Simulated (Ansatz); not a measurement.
Starting structure of a cell relaxation (symmetry kept):

```cif
data_structure
_symmetry_space_group_name_H-M 'R-3c:H'
_symmetry_Int_Tables_number 167
_cell_length_a 4.6887
_cell_length_b 4.6887
_cell_length_c 15.3730
_cell_angle_alpha 90.000
_cell_angle_beta 90.000
_cell_angle_gamma 120.000
_cell_volume 292.68
loop_
_atom_site_label
_atom_site_type_symbol
_atom_site_symmetry_multiplicity
_atom_site_Wyckoff_symbol
_atom_site_fract_x
_atom_site_fract_y
_atom_site_fract_z
_atom_site_occupancy
Fe1 Fe 6 b 0.00000 0.00000 0.00000 1
C1 C 6 a 0.00000 0.00000 0.25000 1
O1 O 18 e 0.27430 0.00000 0.25000 1
```

Computed with DFT PBEsol, scalar-relativistic, plane waves, PAW (Ansatz 0.2.0).

Settings: cutoff 420 eV, Γ-centred mesh 12×12×12 on the computed 10-atom cell, Gaussian smearing of 0.10 eV; collinear spin from starting moments 3.74 3.74 0 0 0 0 0 0 0 0 μB.

Problem. What does it relax to?

Solution. The volume falls by 0.37 Å³/atom to 9.39 Å³/atom, and the energy falls by 6.5 meV/atom. The cell ends with a moment of 8.00 μB (only this magnetic start was tried). Final structure:
```xyz
10
Lattice="2.3368 1.3492 4.9645 -2.3368 1.3492 4.9645 0.0000 -2.6983 4.9645" Properties=species:S:1:pos:R:3 pbc="T T T"
Fe    0.0000    0.0000    0.0000
Fe    0.0000    0.0000    7.4467
C     0.0000    0.0000    3.7233
C     0.0000    0.0000   11.1700
O    -1.0453    1.3492    8.6878
O    -0.6458   -1.5798    8.6878
O     1.6910    0.2306    8.6878
O     1.0453   -1.3492    6.2056
O     0.6458    1.5798    6.2056
O    -1.6910   -0.2306    6.2056
```

Moments started parallel, and an antiferromagnetic order may lie lower.

Cost: 1 run of about 17 core-minutes, on Intel Xeon Platinum 8488C (Sapphire Rapids) (shared hosts).